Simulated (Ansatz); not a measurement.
A plane-wave DFT run in Ansatz 0.2.0 (scalar-relativistic PAW potentials unless the input names others): input and command.

```yaml
crystal:
  lattice:
    - [-2.6753384956, 2.6753384956, 5.2670588638]
    - [2.6753384956, -2.6753384956, 5.2670588638]
    - [2.6753384956, 2.6753384956, -5.2670588638]
  atoms:
    - { symbol: Na, position: [0.0, 0.0, 0.0] }
    - { symbol: Pb, position: [0.6506520514, 0.6506520514, 0.0] }
    - { symbol: Pb, position: [0.3493479486, 0.3493479486, 0.0] }
    - { symbol: Au, position: [0.25, 0.75, 0.5] }
    - { symbol: Au, position: [0.75, 0.25, 0.5] }
basis:
  ecutwfc: 420
kpoints:
  mp_grid: { grid: [10, 9, 11] }
hamiltonian:
  xc: pbe
scf:
  occupations: { method: gaussian, width: 0.1 }
  max_iter: 80
output:
  forces: true
  eigenvalues: true
  stress: true
```

```bash
ansatz run input.yaml --threads 1 --pin off --max-ram 2560MiB --backend cpu --events-out ev --progress --plain --runs-dir out
```

Abridged log:
```
Warning: crystal.symmetry: narrowed to the stabiliser of the k-point mesh — unitary ops 16 → 2; excluded 14 operations that carry a point of the 10×9×11 mesh (shift [0, 0, 0]) off the mesh (the run samples exactly the mesh kpoints.mp_grid names, as under crystal.symmetry.detect: false, and its converged state has the mesh's symmetry, not the crystal's; ε∞, the Born charges and the force constants of a linear response (`dielectric:` by the response, `phonons.method: dfpt`) are averaged over those of the crystal's operations that the state keeps within a tolerance, where `mesh_tensors`, `unavera ...
Basis set: ecut = 420 eV, 2929 PW (Γ), exchange–correlation on 90×90×90 points (8 copies of the dense FFT grid, shifted against one another)
Bands: 45, of which v1, the nominal top of the filled ones, is band 38 counted from 1 (37 counted from 0)
Symmetry: 2 space group operations
k-points: 496 of 990
SCF iter   1: F=—  HF=-51598.263081 eV  |F-HF|=—  |Δ(HF+E_count)|=         —  Δρ=2.20e-3  dr2=8.48e-3  ethr=1.77e-3  ⟨swp⟩=8.4  Hψ=92640  notcnv=0  defer=16
SCF iter   2: F=—  HF=-51598.266180 eV  |F-HF|=—  |Δ(HF+E_count)|=   3.10e-3  Δρ=1.34e-3  dr2=4.89e-3  ethr=1.13e-5  ⟨swp⟩=2.0  Hψ=39133  notcnv=0  defer=28
SCF iter   3: F=—  HF=-51598.264963 eV  |F-HF|=—  |Δ(HF+E_count)|=   1.22e-3  Δρ=4.37e-4  dr2=3.61e-4  ethr=6.52e-6  ⟨swp⟩=2.0  Hψ=34038  notcnv=0  defer=28
SCF iter   4: F=—  HF=-51598.264909 eV  |F-HF|=—  |Δ(HF+E_count)|=   5.36e-5  Δρ=9.12e-5  dr2=1.41e-5  ethr=4.81e-7  ⟨swp⟩=2.0  Hψ=34027  notcnv=0  defer=28
SCF iter   5: F=—  HF=-51598.264987 eV  |F-HF|=—  |Δ(HF+E_count)|=   7.82e-5  Δρ=2.73e-5  dr2=1.10e-6  ethr=1.89e-8  ⟨swp⟩=2.0  Hψ=34030  notcnv=0  defer=28
SCF iter   6: F=—  HF=-51598.264987 eV  |F-HF|=—  |Δ(HF+E_count)|=   2.34e-7  Δρ=7.79e-6  dr2=1.57e-7  ethr=1.47e-9  ⟨swp⟩=2.0  Hψ=34119  notcnv=0  defer=28
SCF iter   7: F=-51598.264987 eV  HF=-51598.264987 eV  |F-HF|=3.64e-8  |Δ(HF+E_count)|=   4.13e-8  Δρ=5.11e-6  dr2=4.99e-8  ethr=1.33e-10  ⟨swp⟩=10.3  Hψ=98101  notcnv=0
SCF 1 converged in 7 iterations: F = -51598.264987 eV  dr2 = 4.99e-8
SCF converged after 7 iterations
Free energy (F): -51598.264987 eV
Harris-Foulkes:  -51598.264987 eV  (|F-HF|=3.64e-8)
Internal energy: -51598.254471 eV  (E = F + TS)
E sigma→0 (E₀):  -51598.259729 eV
Entropy (-TS):   -0.010517 eV (-2.103 meV/atom)
Fermi energy:    8.987105 eV
--- Forces (eV/Å), atoms counted from 1 ---
  atom   1  Na     0.00000000     0.00000000     0.00000000
  atom   2  Pb     0.00109225     0.00203974    -0.01365515
  atom   3  Pb    -0.00109225    -0.00203974     0.01365515
  atom   4  Au     0.00459944    -0.00066122    -0.00349756
  atom   5  Au    -0.00459944     0.00066122     0.00349756
--- Stress (GPa, compression-positive) ---
       -0.017979       0.017840       0.003438
        0.017840       0.073441      -0.001988
        0.003438      -0.001988      -0.004513
  P = ⅓ Tr σ = 0.0170 GPa (0.170 kbar)
```

One setting here is unusual or wrong in general: a mesh that breaks the symmetry (kpoints.mp_grid.grid: [10, 10, 10] → [10, 9, 11]). For this cell it did little harm to the result: the run converged in 7 SCF iterations with an energy at zero smearing 0.67 meV/atom below the reference's, pressure 0.02 GPa, largest force 0.014 eV/Å, no gap on the mesh. The program drops the symmetry operations that the mesh breaks, which leaves more k-points to solve, 496 here. The stress tensor, though, breaks the crystal's symmetry by up to 0.05 GPa, which comes from the mesh. A reference run on usual settings, whose relaxation ended at this geometry, converged, and the end of its own relaxation has pressure 0.02 GPa, largest force 0.007 eV/Å, no gap on the mesh.

Time: 2.1 min on 1 thread of Arm Neoverse V2 (shared host), peak memory 2 GiB.